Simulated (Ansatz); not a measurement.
One crystal and one scan (scan of one atom of the cell) at two levels, r2SCAN (plane waves to 500 eV, PAW, scalar-relativistic; Ansatz, a program for electronic structure) and PBE (plane waves to 420 eV, PAW, scalar-relativistic; Ansatz), each from its own relaxed cell and on its own mesh. The cell shown is that of r2SCAN.

Relaxed ZnSe (zinc blende):

```
ZnSe
1.0
    0.00000     2.83273     2.83273
    2.83273     0.00000     2.83273
    2.83273     2.83273     0.00000
Se Zn
1 1
Direct
  0.75000   0.75000   0.75000
  0.00000   0.00000   0.00000
```

Scan: atom 1 (Se, nearest neighbour Zn at 2.453 Å; its periodic images, 4.0 Å or more away, move with it) is displaced along Cartesian x, direction (1.000, 0.000, 0.000) in Cartesian axes, by s. The other atoms stay.

The energy includes the smearing's −TS. ZnSe was relaxed with its symmetry unable to fall. Percentages come from the unrounded values.

Results of r2SCAN:

```
Property                                                                                                                           Value
------------------------------------------------------------------------  --------------------------------------------------------------
Lattice constant a (Å)                                                                                                             5.665
Band gap of the relaxed cell, no spin-orbit coupling (eV)                                                                           1.87
Force constant k = d²E/ds² at s = 0 (finite differences) (eV/Å²)                                                                    5.49
Zone-centre optical wavenumber from k (transverse: no LO-TO term) (cm⁻¹)                                                             204
Shape of the curve                                                        a single well with its minimum at or next to zero displacement
```

Task: Estimate the PBE values.

Result: 
```tsv
quantity	PBE	r2SCAN − PBE
Lattice constant a (Å)	5.733	-0.068 (-1.2 %)
Band gap of the relaxed cell, no spin-orbit coupling (eV)	1.15	+0.72 (+62 %)
Force constant k = d²E/ds² at s = 0 (finite differences) (eV/Å²)	4.98	+0.51 (+10 %)
Zone-centre optical wavenumber from k (transverse: no LO-TO term) (cm⁻¹)	194	+10 (+5 %)
```

r2SCAN gives the higher value for: band gap of the relaxed cell, no spin-orbit coupling; force constant k = d²E/ds² at s = 0; zone-centre optical wavenumber from k. r2SCAN gives the lower value for: lattice constant a. Both give the same shape of the curve: a single well with its minimum at or next to zero displacement.

(For displaced atoms, the force is minus the slope of the energy, and its curvature is a force constant, which sets phonon frequencies.)
